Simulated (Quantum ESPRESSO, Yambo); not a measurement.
# G0W0 results for PtSe2 monolayer

```xyz
3
Lattice="3.7027 0.0000 0.0000 -1.8513 3.2066 0.0000 0.0000 0.0000 15.6000" Properties=species:S:1:pos:R:3 pbc="T T T"
Se     0.0000     2.1377     1.2919
Se     1.8513     1.0689    -1.2919
Pt     0.0000     0.0000     0.0000
```

The layer was cut from Materials Project entry mp-1115 and relaxed with PBEsol in a cell 15.6 Å high, with the Coulomb interaction truncated along z.

Starting point: norm-conserving PBE (stringent potentials; Quantum ESPRESSO, 104 Ry, no spin-orbit coupling). G0W0 in Yambo: 6×6×1 Γ-centred k mesh, bands 23 to 189 and a 8 Ry block in the screening, 189 bands in G with the Bruneval-Gonze terminator, plasmon pole fitted at 27.2 eV, slab-truncated Coulomb interaction, stochastic integration of W near q = 0.

```yaml
PBE gap along the band path: 1.43 eV
PBE gap between the mesh's edge points (Γ → (0, 0.167)): 1.73 eV
G0W0 gap between the same points: 2.73 eV
PBE smallest direct gap on the mesh (at (0, 0.167)): 1.80 eV
G0W0 direct gap at that point: 2.78 eV
estimate of the fundamental G0W0 gap (path gap plus the correction; the mesh misses a band edge): 2.44 eV
```

```tsv
k point	band	E PBE (eV)	E QP (eV)	shift (eV)	Z
Γ	VB	0.00	-0.36	-0.36	0.74
Γ	CB	3.10	3.91	0.81	0.73
(0, 0.167)	VB	-0.07	-0.40	-0.33	0.74
(0, 0.167)	CB	1.73	2.38	0.65	0.74
M	VB	-1.41	-1.95	-0.53	0.73
M	CB	2.52	3.30	0.78	0.74
K	VB	-0.97	-1.24	-0.27	0.73
K	CB	1.88	2.58	0.70	0.74
```

Energies count from the PBE valence-band maximum.

Nearest settings tried, and what they do to the gap: 110 bands in G: -5 meV; 110 bands in W, 110 bands in G: -8 meV; 5 Ry block (267 vectors against 525): -70 meV. Not varied: mesh, cell height. So the settings aren't converged at that level.

Without spin-orbit coupling, band edges of such heavy elements can be off by tenths of an eV.
